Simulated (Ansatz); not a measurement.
Relaxed AlRu (CsCl type):

```xyz
4
Lattice="5.9650 0.0000 0.0000 0.0000 2.9825 0.0000 0.0000 0.0000 2.9825" Properties=species:S:1:pos:R:3 pbc="T T T"
Al     0.0000     0.0000     0.0000
Al     2.9825     0.0000     0.0000
Ru     1.4913     1.4913     1.4913
Ru     4.4738     1.4913     1.4913
```

In this cell atom 4 (Ru, nearest neighbour Al at 2.583 Å; its periodic images, 3.0 Å or more away, move with it) is moved by s along Cartesian [110], unit vector (0.707, 0.707, 0.000); all other atoms and the cell stay fixed.

All values below come from r2SCAN (plane waves to 500 eV, PAW, scalar-relativistic; Ansatz, a program for electronic structure). k mesh 7×13×13 (Γ-centred), Fermi-Dirac smearing 0.05 eV. Energies are smeared free energies. Stress and pressure are positive under compression. With partly filled bands, energies and forces of such displacements shift with the k mesh and the smearing. AlRu is run without spin polarisation. AlRu was relaxed with its symmetry unable to fall. ΔE is measured from the undisplaced structure.

Q: Estimate the ΔE (meV/cell) and P (GPa) for s (Å) = -0.520, -0.416, -0.208, -0.104, 0.104, 0.312, 0.416, 0.520.

A: 
```json
[
 {"s (Å)": "-0.520", "ΔE (meV/cell)": "1658", "P (GPa)": "14.5"},
 {"s (Å)": "-0.416", "ΔE (meV/cell)": "1021", "P (GPa)": "9.2"},
 {"s (Å)": "-0.208", "ΔE (meV/cell)": "243", "P (GPa)": "2.3"},
 {"s (Å)": "-0.104", "ΔE (meV/cell)": "60", "P (GPa)": "0.5"},
 {"s (Å)": "0.104", "ΔE (meV/cell)": "60", "P (GPa)": "0.5"},
 {"s (Å)": "0.312", "ΔE (meV/cell)": "557", "P (GPa)": "5.1"},
 {"s (Å)": "0.416", "ΔE (meV/cell)": "1021", "P (GPa)": "9.2"},
 {"s (Å)": "0.520", "ΔE (meV/cell)": "1658", "P (GPa)": "14.5"}
]
```

(A displaced cell: forces are minus the slopes of the energy, force constants its curvatures, and phonons follow from these.)
